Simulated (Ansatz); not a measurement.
Cu:
```yaml
crystal:
  lattice:
    - [0.00000, 1.75898, 1.75898]
    - [1.75898, 0.00000, 1.75898]
    - [1.75898, 1.75898, 0.00000]
  atoms:
    - { symbol: Cu, position: [0.00000, 0.00000, 0.00000] }
```

Relaxed with plane-wave PAW LDA (Ansatz code). Indices refer to the conventional cell of Fm-3m, a = b = c = 3.5180 Å, α = β = γ = 90.00°.

**Question.** Simulate the powder diffraction pattern (neutron, λ = 1.5401 Å; lines above 1 %) up to 2θ = 90°.

**Answer.** Simulated powder pattern, neutron, λ = 1.5401 Å (kinematic, ideal powder, no thermal factors, coherent scattering alone; the 30 strongest lines at most, above 1 %, up to 2θ = 90°):

| 2θ (°) | d (Å) | I/Imax (%) | hkl |
|---|---|---|---|
| 44.56 | 2.031 | 100 | (111) |
| 51.92 | 1.759 | 58 | (200) |
| 76.50 | 1.244 | 66 | (220) |

Symmetry was held in the LDA relaxation. The run is not spin-polarised.

Potentials: the earlier of the program's two PAW sets. The files were generated under PBE; for other functionals the program regenerates the frozen cores, and for LDA and PBEsol the local potential too.
